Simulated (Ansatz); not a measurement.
**Relaxing BaNb in the L10 type**

First guess:

```yaml
crystal:
  lattice:
    - [3.66117, 0.00000, 0.00000]
    - [0.00000, 3.66117, 0.00000]
    - [0.00000, 0.00000, 4.97919]
  atoms:
    - { symbol: Ba, position: [0.00000, 0.00000, 0.00000] }
    - { symbol: Nb, position: [0.50000, 0.50000, 0.50000] }
```

Theory: DFT, r2SCAN, PAW with Ansatz's default frozen-core files, scalar-relativistic in Ansatz 0.2.0.

Cell and atoms relax within the symmetry of the start on a 9×9×7 k mesh with 0.05 eV Fermi–Dirac smearing.

The start is built from a prototype, known or not as a phase of this compound; the cutoff is 500 eV.

Spin polarisation is left out, and whether a magnetic state lies lower isn't shown here.

No spin–orbit coupling, which matters for the heavy atoms here.

(1) What is the pressure of the first guess?

(2) What does it relax to?

(3) How much energy does the relaxation release?

## Answers

(1) -4.54 GPa.

(2) a = 3.068 Å, b = 3.068 Å, c = 5.798 Å, α = 90.00°, β = 90.00°, γ = 90.00° (conventional cell), 27.29 Å³ per atom:
Space group P4/mmm (No. 123). a = 3.068 Å, b = 3.068 Å, c = 5.798 Å, α = 90.00°, β = 90.00°, γ = 90.00°
```csv
atom,site,symmetry,x,y,z
Ba,1a,4/mmm,0.0000,0.0000,0.0000
Nb,1d,4/mmm,0.5000,0.5000,0.5000
```

(3) 334 meV/atom.
